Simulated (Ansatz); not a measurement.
# Structures of Bi₂Cl₃: which is lowest?

Plane-wave DFT in Ansatz with scalar-relativistic PAW potentials, cutoff 420 eV, Γ-centred meshes chosen by cell and gap, Gaussian smearing with energies taken to zero width. Every cell was relaxed (cell and atoms) in a run of its own, within the symmetry of its start. Functional: PBE.

Relaxed structures (starts from databases or built by putting these elements on another compound's sites):
A. P-3m1, 5 atoms in the computed cell, a = 4.776 Å, c = 7.702 Å; sites (symmetry × multiplicity) Bi 3m. × 2, Cl -3m. × 1 + 3m. × 2; start: built
B. R-3m, 5 atoms in the computed cell, a = 3.535 Å, c = 38.551 Å; sites (symmetry × multiplicity) Bi 3m × 6, Cl -3m × 3 + 3m × 6; start: built

Q: Rank them by energy. Could pressure change the order?

A:
```tsv
structure	group	E − E(lowest) (meV/atom)	V (Å³/atom)	gap on mesh (eV)
B	R-3m	0.0	27.82	0.00
A	P-3m1	93	30.43	0.00
```

B is lowest, 93 meV/atom under A. The lowest is also the densest of these, so pressure wouldn't bring one of the others in at first order. Other structures may lie lower than all of these, and vibrations aren't counted.

Spin-orbit coupling is left out, which matters for the bands of heavy elements. The cell has an odd number of electrons and was run without spin polarisation, which forces a half-filled band: energy, forces and stress belong to that artificial state. For Tl, Pb and Bi spin-orbit coupling shifts energies too.